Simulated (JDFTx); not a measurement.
surface: MgB2(0001), Mg outermost, slab composition Mg3B4
bulk: MgB2, P6/mmm, lattice of mp-763 (not re-optimised)
slab: 7 atoms in 5 planes, 1x1, 6.9 Å between the outermost planes
in-plane cell: 3.063 × 3.063 Å, 8.12 Å²
cell height: 23.0 Å
sampling: 8×8×1 k mesh, Fermi smearing 0.01 Ha, no spin polarisation

Whether this polymorph is the ambient one wasn't checked.

All numbers are PBE, GBRV ultrasoft potentials, plane waves to 20/100 Ha results from a modified build of JDFTx, not measurements. Liquid on both sides: linear PCM (GLSSA13), water, 1 M NaF; nuclei fixed. 

Charging data:

| U − U_pzc (V) | σ (μC/cm²) |
|---|---|
| -0.69 | -11.77 |
| -0.49 | -8.89 |
| -0.14 | -2.96 |
| 0.00 | 0.00 |
| 0.16 | 4.08 |
| 0.26 | 8.00 |
| 0.31 | 11.22 |

Worked example: a check of Lippmann's equation. The grand free energy per area against the neutral slab, Δγ = [F(N) − F(N₀) − μ(N − N₀)]/2A, is taken from the total energies of the same runs.

```json
[
 {"U − U_pzc (V)": "-0.69", "Δγ (mJ/m²)": "-44.0"},
 {"U − U_pzc (V)": "-0.49", "Δγ (mJ/m²)": "-23.3"},
 {"U − U_pzc (V)": "-0.14", "Δγ (mJ/m²)": "-2.2"},
 {"U − U_pzc (V)": "0.00", "Δγ (mJ/m²)": "0.0"},
 {"U − U_pzc (V)": "0.16", "Δγ (mJ/m²)": "-3.1"},
 {"U − U_pzc (V)": "0.26", "Δγ (mJ/m²)": "-9.2"},
 {"U − U_pzc (V)": "0.31", "Δγ (mJ/m²)": "-13.5"}
]
```

Δγ is largest at zero charge and falls away from it, as dγ/dU = −σ demands. At -0.69 V the computed -44.0 mJ/m² stands beside -40.7 mJ/m² from the constant-capacitance formula.
